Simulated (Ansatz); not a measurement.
Given:

ZrGeS:
```yaml
crystal:
  lattice:
    - [3.57593, 0.00000, 0.00000]
    - [0.00000, 3.57593, 0.00000]
    - [0.00000, 0.00000, 7.92990]
  atoms:
    - { symbol: Zr, position: [0.00000, 0.50000, 0.72360] }
    - { symbol: Zr, position: [0.50000, 0.00000, 0.27640] }
    - { symbol: Ge, position: [0.50000, 0.50000, 0.00000] }
    - { symbol: Ge, position: [0.00000, 0.00000, 0.00000] }
    - { symbol: S, position: [0.00000, 0.50000, 0.37984] }
    - { symbol: S, position: [0.50000, 0.00000, 0.62016] }
```

This is the LDA-relaxed structure.

Task: All from plane-wave PAW LDA (Ansatz code), unless another level is named. Predict the highest zone-centre frequency.

Result: 308 cm⁻¹.

Task: Give the bulk modulus (Birch–Murnaghan fit).

Result: 139 GPa.

Space group P4/nmm. The workflow started from a Materials Project entry (that database holds measured and hypothetical structures alike); the Crystallography Open Database files this formula in space group No. 129, but the cells were not matched. Its standing as an ambient phase is unchecked. The LDA relaxation kept the symmetry of its start; its stability against distortions is not shown here. The run is not spin-polarised. As this level gives no gap, phonon frequencies hold no LO–TO term and depend on the k-mesh and smearing (Fermi–Dirac, 0.1 eV here).

Potentials: the later of the program's two PAW sets.
